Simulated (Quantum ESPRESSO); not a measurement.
**Kohn-Sham bands of CoSn (P6/mmm)**

```
CELL_PARAMETERS angstrom
      5.24604     0.00000     0.00000
     -2.62302     4.54320     0.00000
      0.00000     0.00000     4.18759
ATOMIC_POSITIONS crystal
  Co 0.00000 0.50000 0.00000
  Co 0.50000 0.00000 0.00000
  Co 0.50000 0.50000 0.00000
  Sn 0.66667 0.33333 0.50000
  Sn 0.33333 0.66667 0.50000
  Sn 0.00000 0.00000 0.00000
```

Structure: Materials Project mp-20536, symmetrised, not relaxed again. Not found in the COD (Crystallography Open Database) copy used; not checked further. Computed values, not measurements, from PBEsol: Quantum ESPRESSO (norm-conserving PseudoDojo potentials, cutoff 77 Ry, no spin polarisation, no spin-orbit coupling) on a Γ-centred 4×4×6 mesh, then Wannier90. Density: 12×12×10 mesh, cold smearing 0.01 Ry. A non-magnetic state is assumed; magnetic ones were not tried. Spin-orbit coupling is left out although heavy elements are present.

Problem. List the Kohn-Sham levels between −8 and 3.0 eV relative to the Fermi level at the high-symmetry points, as a band run of pw.x on that density gives them (levels within 2 meV counted together).

Solution. 
| point | k (reciprocal lattice) | levels (eV) |
|---|---|---|
| Γ | 0.000 0.000 0.000 | -6.78, -5.23, -4.11 (×2), -3.42, -3.01, -2.63 (×2), -2.55, -2.02 (×2), -1.56 (×2), -0.39, -0.38 (×2), -0.37 (×2), 0.54, 0.69, 1.42 (×2), 2.98 |
| M | 0.500 0.000 0.000 | -6.80, -5.19, -3.22, -3.11, -2.66, -2.32, -2.13, -2.12, -2.00, -1.83, -1.50, -1.11, -0.91, -0.59, -0.38, -0.37, 0.77, 1.06, 1.73, 1.87, 2.61 |
| K | 0.333 0.333 0.000 | -3.35, -3.15 (×2), -2.89 (×2), -2.17 (×2), -2.03, -1.98, -1.03 (×2), -0.94 (×2), -0.56, -0.12, 1.12, 1.40 (×2), 1.91 (×2), 2.49 |
| A | 0.000 0.000 0.500 | -5.71, -4.72, -2.45 (×2), -2.32 (×2), -2.11 (×2), -1.97, -1.83, -1.34 (×2), -0.95 (×2), -0.45 (×2), -0.45, -0.33 (×2), -0.15, 0.54, 1.37, 1.72 |
| L | 0.500 0.000 0.500 | -7.69, -7.65, -6.18, -4.01, -3.69, -3.44, -3.04, -2.69, -1.82, -1.48, -1.37, -1.31, -1.25, -1.23, -0.96, -0.66, -0.45, -0.38, -0.36, -0.07, 0.47, 1.32 |
| H | 0.333 0.333 0.500 | -7.48, -5.51 (×2), -5.10, -2.57 (×2), -2.08 (×2), -1.86, -1.44 (×2), -0.97, -0.91, -0.76 (×2), -0.57 (×2), -0.43, -0.05, 1.32 |
